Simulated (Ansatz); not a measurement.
Values for one crystal, relaxed and computed with plane-wave PAW r²SCAN (Ansatz code); other levels are named.

| Item | Result |
|---|---|
| Volume per atom | 10.52 Å³ |
| Electronic character | metallic (no gap) |
| Pressure derivative B′ | 4.7 |
| Density of states at the Fermi level | 1.1 states/eV per atom (mean over ±0.08 eV) |
| Poisson's ratio | 0.29 |
| Bulk modulus (Birch–Murnaghan fit) | 216 GPa |
| Young's modulus | 278 GPa |

Problem. Pick the material that matches.
(A) Ni, fcc (Cu type)
(B) Eu, fcc (Cu type)
(C) Sr, diamond
(D) Mg, fcc (Cu type)

Solution. A, Ni, fcc (Cu type)

Space group Fm-3m (fcc (Cu type)). The r²SCAN relaxation kept the symmetry of its start. Magnetic state: ferromagnetic, chosen from 4 collinear starts compared on coarse meshes (ties went to the first, and starts can fall back to one state), not a proven ground state. Textbook magnetic order: ferromagnetic. Other orbital occupations within this spin state were not tried.

Potentials: the later of the program's two PAW sets.
